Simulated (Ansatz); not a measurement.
TiAl₂:
Space group Cmmm (No. 65); a = 3.863 Å, b = 11.948 Å, c = 3.931 Å, α = β = γ = 90.00°

```tsv
atom	site	symmetry	x	y	z
Ti	4i	m2m	0.0000	0.1561	0.0000
Al	2b	mmm	0.0000	0.5000	0.0000
Al	2d	mmm	0.5000	0.5000	0.5000
Al	4j	m2m	0.5000	0.1730	0.5000
```
(The calculation used a cell of 6 atoms; values per cell refer to that cell.)

Relaxed at zero pressure with the program Ansatz at the LDA level (PAW).

Question: The volume is raised by 6 % and shape and atoms relax at that volume. What pressure results, and how do the axes share the change?

Answer: -6.2 GPa; a 1.9 %, b 1.9 %, c 2.0 %; the energy rises by 19 meV/atom.

Question: Give the new structure.

Answer: 
Space group Cmmm (No. 65); a = 3.9385 Å, b = 12.1781 Å, c = 4.0102 Å, α = β = γ = 90.00°

```csv
atom,site,symmetry,x,y,z
Ti,4i,m2m,0.0000,0.1556,0.0000
Al,2b,mmm,0.0000,0.5000,0.0000
Al,2d,mmm,0.5000,0.5000,0.5000
Al,4j,m2m,0.5000,0.1738,0.5000
```

The phase is kept; no other phase was compared at this pressure.

The first step of the workflow began from a Materials Project structure, measured or hypothetical; the Crystallography Open Database files this formula in space group No. 65, but the cells were not matched. Its standing as an ambient phase is unchecked. Symmetry was held in the LDA relaxation; its stability against distortions is not shown here. No spin polarisation was allowed. Axis ratios of metals converge slowly with the k-mesh, so a and c are less sure than the volume.

Potentials: the later of the program's two PAW sets.
